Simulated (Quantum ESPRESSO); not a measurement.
pw.x input (Quantum ESPRESSO 7.5; PBEsol, PseudoDojo standard norm-conserving files, scalar-relativistic):

```
&CONTROL
  calculation = 'scf'
  pseudo_dir = './pseudo'
  outdir = './out'
  tprnfor = .true.
  tstress = .true.
/
&SYSTEM
  ibrav = 0
  nat = 2
  ntyp = 2
  ecutwfc = 110.0
  ecutrho = 440.0
  occupations = 'smearing'
  smearing = 'fd'
  degauss = 0.005
  nbnd = 17
/
&ELECTRONS
  conv_thr = 2e-10
/
ATOMIC_SPECIES
Sb 121.7600 Sb.upf
La 138.9055 La.upf
CELL_PARAMETERS angstrom
  0.000000000000   3.281190000000   3.281190000000
  3.281190000000   0.000000000000   3.281190000000
  3.281190000000   3.281190000000   0.000000000000
ATOMIC_POSITIONS crystal
Sb   0.500000000000   0.500000000000   0.500000000000
La   0.000000000000   0.000000000000   0.000000000000
K_POINTS automatic
12 12 12 0 0 0
```

End of the output:

```

[...]
     the Fermi energy is     9.4137 ev
!    total energy              =    -251.93211927 Ry
     estimated scf accuracy    <          1.9E-10 Ry
     smearing contrib. (-TS)   =      -0.00029279 Ry
     internal energy E=F+TS    =    -251.93182648 Ry
     The total energy is F=E-TS. E is the sum of the following terms:
     one-electron contribution =     -90.80914925 Ry
     hartree contribution      =      57.35923753 Ry
     xc contribution           =     -61.56244920 Ry
     ewald contribution        =    -156.91946556 Ry
     convergence has been achieved in   9 iterations
     Forces acting on atoms (cartesian axes, Ry/au):
     atom    1 type  1   force =    -0.00000000    0.00000000    0.00000000
     atom    2 type  2   force =     0.00000000    0.00000000    0.00000000
     Total force =     0.000000     Total SCF correction =     0.000000
     Computing stress (Cartesian axis) and pressure
          total   stress  (Ry/bohr**3)                   (kbar)     P=      -26.68
  -0.00018136   0.00000000   0.00000000          -26.68        0.00        0.00
   0.00000000  -0.00018136   0.00000000            0.00      -26.68        0.00
   0.00000000   0.00000000  -0.00018136            0.00        0.00      -26.68
```

Spin-orbit coupling is not included.

Geometry of the Materials Project entry, not relaxed at this level.
